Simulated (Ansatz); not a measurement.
**From the elastic tensor of Li2H5Ir to moduli and sound speeds**

Theory: DFT PBE, scalar-relativistic, plane waves, PAW (Ansatz 0.2.0). Plane waves to 420 eV; Γ-centred k mesh 6×12×12; fixed occupations. No spin polarisation.

Space group Amm2 (No. 38), orthorhombic, a = 4.809 Å, b = 3.082 Å, c = 9.799 Å. Li on its first site has 2 H at 2.02 Å, 4 H at 2.17 Å, 2 H at 2.50 Å and 3 Ir at 2.68–2.71 Å; Li on its second site has 8 H at 2.25–2.30 Å, 2 H at 2.53 Å and 4 Ir at 2.86 Å; H on a site of symmetry mm2 is surrounded by 2 Ir at 1.71 Å, 4 H at 2.01 Å and 4 Li at 2.50–2.53 Å; H on a site of symmetry m has 1 Ir at 1.67 Å, 2 H at 2.01 Å, 1 Li at 2.02 Å and 2 Li at 2.25 Å; around H on a second site of symmetry m lie 1 Ir at 1.69 Å and 4 Li at 2.17–2.30 Å; around Ir lie 6 H at 1.67–1.71 Å and 7 Li at 2.68–2.86 Å.

The cell was found from a structure generator's guess, not taken from experiment. Spin–orbit coupling is left out, which matters for heavy elements.

Relaxed-ion constants (GPa, on the Cartesian axes of the calculation):
C11 = 91.1, C12 = 3.1, C13 = 3.5, C22 = 140.3, C23 = 7.3, C33 = 86.5, C44 = 11.9, C55 = 4.4, C66 = 2.3 GPa; the others vanish.

Density 4.828 g/cm³; 8 atoms in 72.62 Å³.

With S = C⁻¹: B_V = (C11+C22+C33+2(C12+C13+C23))/9, G_V = (C11+C22+C33−C12−C13−C23+3(C44+C55+C66))/15, 1/B_R = S11+S22+S33+2(S12+S13+S23), 15/G_R = 4(S11+S22+S33−S12−S13−S23)+3(S44+S55+S66); Hill is their mean. Then v_l = √((B+4G/3)/ρ), v_t = √(G/ρ), v_m = [(2/v_t³+1/v_l³)/3]^(−1/3) and Θ = (ħ/k_B)·v_m·(6π²n/V)^(1/3) for n atoms in the volume V; E = 9BG/(3B+G), ν = (3B−2G)/(2(3B+G)) and A^U = 5G_V/G_R + B_V/B_R − 6.

* Bulk modulus, Voigt / Reuss / Hill: 38.4 / 36.6 / 37.5 GPa
* Shear modulus, Voigt / Reuss / Hill: 24.0 / 6.4 / 15.2 GPa
* Young's modulus: 40 GPa
* Poisson ratio: 0.321
* Pugh ratio B/G: 2.46 (over 1.75, the rule of thumb for ductile)
* Universal anisotropy index: 13.71
* Longitudinal and transverse sound speeds: 3460 and 1775 m/s
* Debye temperature from the mean sound speed: 284 K
